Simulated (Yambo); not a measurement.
```
AlO2H
1.0
    2.86155     0.00000     0.00000
    0.00000     4.26348     0.00000
    0.00000     0.00000     4.76997
H O Al
2 4 2
Direct
  0.50000   0.19451   0.97696
  0.00000   0.80549   0.47696
  0.00000   0.50252   0.64878
  0.50000   0.49748   0.14878
  0.00000   0.00094   0.34855
  0.50000   0.99906   0.84855
  0.50000   0.27634   0.49112
  0.00000   0.72366   0.99112
```

Response from Yambo on norm-conserving PBEsol (Quantum ESPRESSO, 84 Ry, scalar-relativistic) bands: 10×6×6 mesh, 49 bands, 3 Ry local-field block, 0.2 eV broadening.

Problem. Give the static electronic dielectric constant without and with local fields along each axis.

Solution. 
| field along | ε(0), independent particles | ε(0), RPA with local fields | refractive index √ε |
|---|---|---|---|
| x | 3.15 | 3.01 | 1.74 |
| y | 3.38 | 3.26 | 1.80 |
| z | 3.26 | 3.13 | 1.77 |
Electronic (clamped-ion) response only. PBEsol gaps are usually too small, which raises these values. Convergence of the RPA response with its 10×6×6 mesh was not tested. x, y and z are Cartesian axes of the cell as given.

Geometry of the Materials Project entry, not relaxed at this level.
